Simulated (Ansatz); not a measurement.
BiAs: frozen-core PAW against all-electron methods

```
CELL_PARAMETERS angstrom
0.00000 3.35285 3.35285
3.35285 0.00000 3.35285
3.35285 3.35285 0.00000
ATOMIC_POSITIONS crystal
Bi 0.00000 0.00000 0.00000
As 0.25000 0.25000 0.25000
```

Atom numbers follow the list: Bi1, As2.

The cell was built from the zincblende type and relaxed in the same program, and has space group F-43m; it needn't be a known or the stable phase.

Spin–orbit coupling is left out, though it moves levels of the heavy atoms by tenths of an eV or more.

Methods: DFT, LDA, PAW with Ansatz's default frozen-core files, scalar-relativistic (Ansatz 0.2.0); DFT, LDA, all-electron LAPW, scalar-relativistic (Ansatz 0.2.0).

For PAW: a Γ-centred 10×10×10 k mesh, Fermi–Dirac smearing of 0.03 eV, cutoff 420 eV, no spin polarisation; the PAW files were made with PBE, and the program remakes their frozen cores for this functional. LAPW targets a basis error of 1 meV/atom. The Ansatz runs share mesh, smearing and spin set-up. Plane-wave (PAW) pressures include the program's estimate of the Pulay term.

Stress and pressure are positive in compression.

Levels count from the Fermi level.

| quantity | PAW | LAPW |
| --- | --- | --- |
| pressure (GPa) | -2.84 | -2.83 |
| highest filled level at X (eV) | -0.400 | -0.400 |
| lowest empty level at X (eV) | 4.636 | 4.635 |
| highest filled level at Γ (eV) | -1.486 | -1.486 |
| lowest empty level at Γ (eV) | 0.975 | 0.974 |

PAW's pressure differs from the LAPW value by -0.02 GPa.
